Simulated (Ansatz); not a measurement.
# ZnCu

Method: r²SCAN, scalar-relativistic; no spin polarisation; PAW, 500 eV, 12×12×12 k-mesh, Gaussian smearing of 0.05 eV; code Ansatz. The datasets are Ansatz's generated set soft_2.

```
CELL_PARAMETERS angstrom
2.92000 0.00000 0.00000
0.00000 2.92000 0.00000
0.00000 0.00000 2.92000
ATOMIC_POSITIONS crystal
Zn 0.50000 0.50000 0.50000
Cu 0.00000 0.00000 0.00000
```

The chain of runs began from a cell as deposited in COD, expanded in volume.

The run above is the reference. The same cell was run again with other input settings; several of them aren't fit for production, so the rows show the settings' effect and aren't properties of the material.

| keys changed | outcome | ΔE (meV/atom) | P (GPa) | gap on the mesh (eV) | cell moment (μB) | largest force component (eV/Å) | SCF iterations | rough core-seconds | new warnings |
| --- | --- | --- | --- | --- | --- | --- | --- | --- | --- |
| none (reference) | converged | 0.0 | 0.0 | metal | – | 0.000 | – | – | – |
| scf.mixing.algorithm: "msr1"; scf.mixing.beta: 0.9; basis.ecutwfc: 500 → "22.0 Ry"; hamiltonian.hubbard: {"sites": [{"species": "Cu", "l": "d", "u_eff": 5.0}], "double_counting": "fll"} | converged | – | 2.7 | metal | – | 0.000 | 10 | 3 | cutoff below recommended; filled band counts differ across k points |
| scf.occupations.method: "gaussian" → "fermi_dirac"; scf.occupations.width: 0.05 → 0.15; scf.mixing.algorithm: "msr1"; scf.mixing.beta: 0.5; basis.ecutwfc: 500 → "550 eV" | converged | -0.6 | 0.0 | metal | – | 0.000 | 8 | 3 | – |
| hamiltonian.dispersion: "d4"; basis.ecutrho_ratio: 4 → 9; kpoints.mp_grid.grid: [12, 12, 12] → [10, 10, 10] | converged | – | -1.9 | metal | – | 0.000 | 7 | 2.8 | – |
| hamiltonian.xc: "r2scan" → "pbe"; scf.initial_density.chi_scale: 0.3 | converged | – | 5.9 | metal | – | 0.000 | 10 | 2.5 | – |
| scf.convergence.dr2_threshold: 0.0001; hamiltonian.pseudopotentials: {"kind": "nc"} | converged | – | -13.2 | metal | – | 0.000 | 9 | 3 | cutoff below recommended; force scf threshold loose; stress scf threshold loose |
| kpoints.mp_grid.grid: [12, 12, 12] → [18, 18, 18]; hamiltonian.xc: "r2scan" → "pbesol"; basis.ecutwfc: 500 → "22.0 Ry" | converged | – | 1.2 | metal | – | 0.000 | 7 | 3 | cutoff below recommended |
| scf.n_extra_bands: 1 | converged | 0.0 | 0.0 | metal | – | 0.000 | 8 | 4 | – |
| crystal.symmetry: {"detect": false}; scf.mixing.preconditioner: "none"; scf.eigensolver.kind: "davidson" | converged | 0.0 | 0.0 | metal | – | 0.000 | 8 | 50 | – |

ΔE is the energy with the smearing extrapolated to zero. It is left out where the change alters the Hamiltonian or the spin treatment. The varied runs start from atomic densities (corrected by the program's trained start where that serves), with the default search for lower states unless a row changes it.

Task: What happens with these changes: scf.mixing.preconditioner: "local_kerker"; scf.occupations.method: "gaussian" → "fermi_dirac"; scf.occupations.width: 0.05 → 0.3?

Result: outcome converged, ΔE (meV/atom) -1.5, P (GPa) 0.2, gap on the mesh (eV) metal, largest force component (eV/Å) 0.000, SCF iterations 8, rough core-seconds 4.

Other pseudopotential files need their own cutoff; where it is too low, pressure and moments show the cutoff and not the files.

The pair part of a dispersion correction pulls inward (a three-body part mostly pushes out), and in metals and ionic crystals with large ions it often overbinds.
